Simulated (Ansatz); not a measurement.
YN:
```cif
data_N4Y4
_chemical_formula_sum 'N4 Y4'
_space_group_name_H-M_alt 'Fm-3m'
_space_group_IT_number 225
_space_group_name_Hall '-F 4 2 3'
_cell_length_a 4.89582
_cell_length_b 4.89582
_cell_length_c 4.89582
_cell_angle_alpha 90.000
_cell_angle_beta 90.000
_cell_angle_gamma 90.000
loop_
_atom_site_label
_atom_site_type_symbol
_atom_site_symmetry_multiplicity
_atom_site_Wyckoff_symbol
_atom_site_fract_x
_atom_site_fract_y
_atom_site_fract_z
_atom_site_occupancy
N1 N 4 a 0.00000 0.00000 0.00000 1
Y1 Y 4 b 0.50000 0.50000 0.50000 1
```
(The calculation used a cell of 2 atoms; values per cell refer to that cell.)

Relaxed with r²SCAN. Plane-wave PAW r²SCAN (Ansatz code) gives a gap of 0.58 eV.

**Question.** What gap does HSE06 give on the same cell (Ansatz, PAW)?

**Answer.** 1.10 eV, 0.51 eV more. The hybrid was solved on a coarser mesh and at special points; its gap is the smallest among all of these.

```
k  v1 r²SCAN  c1 r²SCAN  v1 HSE06  c1 HSE06
-  ---------  ---------  --------  --------
Γ       0.00       3.55         ?         ?
X      -0.40       0.58     -0.47      1.10
L      -2.28       6.21         ?         ?
W      -1.53       4.44         ?         ?
K      -1.34       2.86         ?         ?
```

**Question.** Top valence (v1) and lowest conduction level (c1) in eV from each method's valence maximum (which need not be a listed point): supply the withheld HSE06 values.

**Answer.** 
- K, v1 HSE06: -1.45
- K, c1 HSE06: 3.50
- W, v1 HSE06: -1.73
- W, c1 HSE06: 5.20
- Γ, v1 HSE06: 0.00
- Γ, c1 HSE06: 4.31
- L, v1 HSE06: -2.45
- L, c1 HSE06: 7.13

Cost on shared cores: the r²SCAN run (SCF on a 10×10×10 mesh, then bands and DOS) about 12 core-seconds (a rough figure), the HSE06 run (SCF on 7×7×7, then a few points) very roughly 70 core-seconds; the tasks are unlike.

Symmetry was held in the r²SCAN relaxation. No spin polarisation was allowed. Scalar-relativistic: spin–orbit coupling is off unless named, which matters more the heavier the elements.

Potentials: the later of the program's two PAW sets.
